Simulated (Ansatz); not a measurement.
ScAl in space group Cmcm (No. 63; Sc on 4c, Al on 4c) under volume change, DFT-r²SCAN in the program Ansatz with PAW potentials, shape and atoms relaxed at each volume.

```tsv
V (Å³/atom)	E − E(relaxed) (meV/atom)	P (GPa)
18.344	44.6	8.50
18.949	18.8	5.24
19.554	4.5	2.43
20.158	0.0	0.00
20.763	4.1	-2.10
21.368	15.5	-3.91
21.973	33.3	-5.47
```

Problem. What does a third-order Birch–Murnaghan fit give for V₀, B₀ and B′?

Solution. V₀ = 20.16 Å³/atom, B₀ = 75.1 GPa, B′ = 3.9.

The workflow started from a Materials Project entry (that database holds measured and hypothetical structures alike); the Crystallography Open Database copy checked does not list it. Whether it is the stable phase at ambient conditions was not checked. The cell was relaxed with r²SCAN under the symmetry of its start; whether a distortion lowers the energy is not shown. No spin polarisation was allowed.

Potentials: the later of the program's two PAW sets.
